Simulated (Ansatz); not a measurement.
TaW:
```
CELL_PARAMETERS angstrom
      1.31144    -5.48371     0.00000
      1.31144     5.48371     0.00000
      0.00000     0.00000     4.71897
ATOMIC_POSITIONS crystal
  Ta 0.67770 0.32230 0.25000
  W  0.93253 0.06747 0.25000
  Ta 0.32230 0.67770 0.75000
  W  0.06747 0.93253 0.75000
```

Relaxed with PBEsol. Special points in fractions of this cell's reciprocal vectors: Γ (0.000, 0.000, 0.000); Y (-0.500, 0.500, 0.000); C0 (-0.264, 0.736, 0.000); Σ0 (0.264, 0.264, 0.000); Z (0.000, 0.000, 0.500); A0 (0.264, 0.264, 0.500); E0 (-0.264, 0.736, 0.500); T (-0.500, 0.500, 0.500); S (0.000, 0.500, 0.000); R (0.000, 0.500, 0.500).

### Question
List the band energies nearest the Fermi level at these points for PBEsol (plane waves, PAW; program Ansatz).

### Answer
In eV from the Fermi level; about four levels below and three above (degenerate sets whole), none deeper than 8.9 eV; points with the same levels are listed once.

```
k                     below                above
--  -----------------------  -------------------
Γ   -2.30 -1.91 -1.15 -1.11       0.31 0.55 0.72
Y   -1.42 -1.06 -0.83 -0.68       1.55 1.77 2.18
C0  -2.61 -2.27 -1.27 -0.17       0.09 0.93 0.94
Z   -2.03 -2.03 -1.15 -1.15  0.62 0.62 2.19 2.19
A0  -1.50 -1.50 -0.82 -0.82  0.47 0.47 1.02 1.02
T   -1.50 -1.50 -0.91 -0.91  1.61 1.61 3.30 3.30
S   -3.25 -3.08 -1.48 -1.28       0.12 0.12 0.52
R   -1.81 -1.81 -0.76 -0.76  0.77 0.77 1.18 1.18
```

Space group Cmcm. The start of the workflow was typed in or built on a structure type; neither database checked (COD, Materials Project) lists it. Whether it is the stable phase at ambient conditions was not checked. Symmetry was held in the PBEsol relaxation; whether a distortion lowers the energy is not shown. The run is not spin-polarised. Its formation energy is positive at this level, so the cell may be metastable or incomplete. Scalar-relativistic: spin–orbit coupling is off unless named, which matters more the heavier the elements.

Potentials: the later of the program's two PAW sets.
